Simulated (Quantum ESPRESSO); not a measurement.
One change at a time to AuHfPt2Ta4

Calculated results; nothing here was measured. They come from Quantum ESPRESSO 7.5, a public plane-wave density functional program. Each row is one single-point run on a made-up periodic cell of eight metal atoms, with elements, volume, strain and displacements drawn at random and not relaxed, so a cell may be unstable or far from any real phase. There is no spin polarisation or spin-orbit coupling.

Settings: PBE unless stated; PseudoDojo standard norm-conserving files; Fermi-Dirac width 0.25 eV, which means electrons at about 2900 K; cutoff 1143 eV; 5 x 5 x 4 k mesh shifted half a step off Gamma. E is the free energy of the whole cell (internal energy minus TS), so a -TS column is already part of it. Stress is positive in tension, and the pressure P is minus a third of its trace.

Checks: one run of this series was repeated at a higher cutoff and on a denser mesh, which moved values by no more than 0.002 eV, 0.03 GPa and 0.010 eV/Å, and a second program with other atomic files agreed on it to 2 % rms in force and 0.5 GPa in pressure. Known limits: heavy elements are run without spin-orbit coupling, which real alloys of them have; a spin test at this wide smearing found no moment, but such smearing suppresses magnetism that the real alloy may have.

The lattice is hexagonal close-packed, and the cell vectors in Å are (-0.043, -0.057, -4.788); (-0.020, 5.120, 0.062); (5.913, -0.023, 0.054), a volume of 144.92 Å³ in run 1. The elements on sites 1 to 8 are Hf Au Pt Ta Ta Ta Pt Ta. Each later run makes one change to run 1 and keeps the rest. E is counted from run 1, and is n/a where other atomic files have another zero of energy.

| run | change | V (Å³) | P (GPa) | -TS (eV) | rms force (eV/Å) | largest change of a force component (eV/Å) | E (eV) |
|---|---|---|---|---|---|---|---|
| 1 | none | 144.92 | -0.66 | -1.611 | 0.639 | 0.000 | 0.000 |
| 2 | sites 4 and 7 exchanged | 144.92 | -1.69 | -1.599 | 0.488 | 1.318 | 0.136 |
| 3 | all lengths scaled by -1.84 % | 137.06 | 10.95 | -1.527 | 0.749 | 0.315 | 0.239 |
| 4 | PBEsol in place of PBE | 144.92 | -7.60 | -1.617 | 0.613 | 0.096 | n/a |
| 5 | Li on site 4 | 144.92 | -6.04 | -1.539 | 0.552 | 0.670 | n/a |
| 6 | site 3 moved by -0.08 Å along z | 144.92 | -0.97 | -1.612 | 0.614 | 0.555 | ? |

## Worked estimate

Along the move dE = -F dx. The force on site 3 along z is -0.846 eV/Å in run 1 and -0.291 eV/Å in run 6, and the move is -0.08 Å, so the mean force times the move gives an estimate.

## Withheld value

Question: what E should run 6 give?

The estimate is -0.045 eV. The calculation gave -0.045 eV.
